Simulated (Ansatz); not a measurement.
**Run times of several calculations on WS2 with a W vacancy**

WS2 with a W vacancy, cell charge -3. Cell: 35 atoms, space group Pm, a = 6.360 Å, b = 9.540 Å, c = 12.500 Å, α = 90.00°, β = 90.00°, γ = 120.00°.

All runs are DFT with Ansatz 0.2.0 on 4 threads of Intel Xeon Platinum 8488C (Sapphire Rapids) (x86_64; 8 cores open to the job, memory cap 10.0 GiB, no GPU), a shared host.

(1) Rank the runs by wall time, shortest first.
A. single point, PBE, collinear spin, 420 eV, 4×3×2 k-points, smearing 0.01 eV
B. relaxation of the ions, PBE, collinear spin, 420 eV, 4×3×2 k-points, smearing 0.01 eV
C. single point at relaxed positions, r2SCAN, collinear spin, 500 eV, 4×3×2 k-points, smearing 0.01 eV

Results:

(1) A (3 min, 4 GiB), C (8.3 min, 5.9 GiB), B (16 min, 4.6 GiB).
